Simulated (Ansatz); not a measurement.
HfO2 (baddeleyite type, space group P2_1/c)

```xyz
12
Lattice="5.1612 0.0000 0.0000 0.0000 5.2118 0.0000 -0.8981 0.0000 5.2764" Properties=species:S:1:pos:R:3 pbc="T T T"
Hf     1.2360     0.2235     1.0994
Hf     3.4761     2.8294     1.5388
Hf     3.0271     4.9883     4.1770
Hf     0.7870     2.3824     3.7376
O      0.0336     1.7129     1.8385
O      4.6785     4.3188     0.7997
O      4.2295     3.4990     3.4379
O     -0.4154     0.8931     4.4767
O      1.8902     3.9464     2.5149
O      2.8220     1.3405     0.1233
O      2.3729     1.2654     2.7615
O      1.4411     3.8713     5.1531
```

The slice is a (001) plane (indices of the conventional cell) through the point (0.933, 0.829, 0.152) (fractional), spanned by u = [100] and v = [010] in vectors of this cell: u (5.16 Å) and v (5.21 Å, at 90° to u). It covers one period; positions are fractions (u, v).

These are PBE (plane waves to 420 eV, PAW, scalar-relativistic; Ansatz, a quantum-chemistry and plane-wave program) values and carry that method's errors. k mesh 5×5×5. These are valence fields of a PAW run, semicore shells included where kept as valence: close to a nucleus they are smooth pseudo fields. HfO2 is run without spin polarisation. HfO2 was relaxed with its symmetry unable to fall. Spin-orbit coupling is left out, though Hf is heavy.

Three fields on this plane, each scaled to ten steps between its own extremes (0 low, 9 high; the total valence density on a logarithmic scale, the potential cut 8 eV below its top; x marks points blanked near nuclei; v = 0 in the bottom row):

Map A
```
|xxxx6434567776556xxx|
|xxx743234677766668xx|
|xx75311245677778878x|
|654310013456789xx977|
|43210000234569xxxx85|
|33211000123469xxxx85|
|33332100013468xxx974|
|44443211123567899754|
|45554322235678876544|
|456554333468xxx76434|
|45555544457xxxxx6433|
|34556778767xxxxx5322|
|33458xxxx978xxx64322|
|2346xxxxxx8777653212|
|4458xxxxxx9655432223|
|6668xxxxxx9643322345|
|xx88xxxxxx853222357x|
|xxx89xxxxx75432357xx|
|xxxx7899976554346xxx|
|xxxx7556666665446xxx|
```

Map B
```
|xxxx6433445554433xxx|
|xxx787777665320000xx|
|xx89998887641000000x|
|479999998763000xx000|
|37999999875200xxxx00|
|37999998875100xxxx00|
|47999998765200xxx000|
|57999987765300000001|
|78899876666420000014|
|888876544555xxx12357|
|88764200023xxxxx6678|
|98630000001xxxxx7889|
|87400xxxx001xxx78999|
|8610xxxxxx0036789999|
|7500xxxxxx0036889998|
|7500xxxxxx0026788998|
|xx00xxxxxx003678887x|
|xxx00xxxxx00467887xx|
|xxxx0000000356777xxx|
|xxxx2000013456666xxx|
```

Map C
```
|xxxx6100147874103xxx|
|xxx951002578731015xx|
|xx97200025774212115x|
|664200001344224xx313|
|11000000011113xxxx21|
|00000000000013xxxx30|
|01221000000002xxx620|
|24553200012221233200|
|46764200025776321001|
|466642000379xxx63001|
|35542100027xxxxx5101|
|12211122115xxxxx6100|
|01002xxxx327xxx84100|
|0001xxxxxx2379852000|
|1102xxxxxx4135410001|
|6412xxxxxx5101100146|
|xx52xxxxxx400000169x|
|xxx43xxxxx10100049xx|
|xxxx2245311232015xxx|
|xxxx5100114663115xxx|
```

Task: Assign the maps to these fields: electron localisation function (ELF); valence electron density; electrostatic potential energy of an electron, from the cell's mean.

Result: A is the valence electron density; B is the electrostatic potential energy of an electron, from the cell's mean; C is the electron localisation function (ELF).
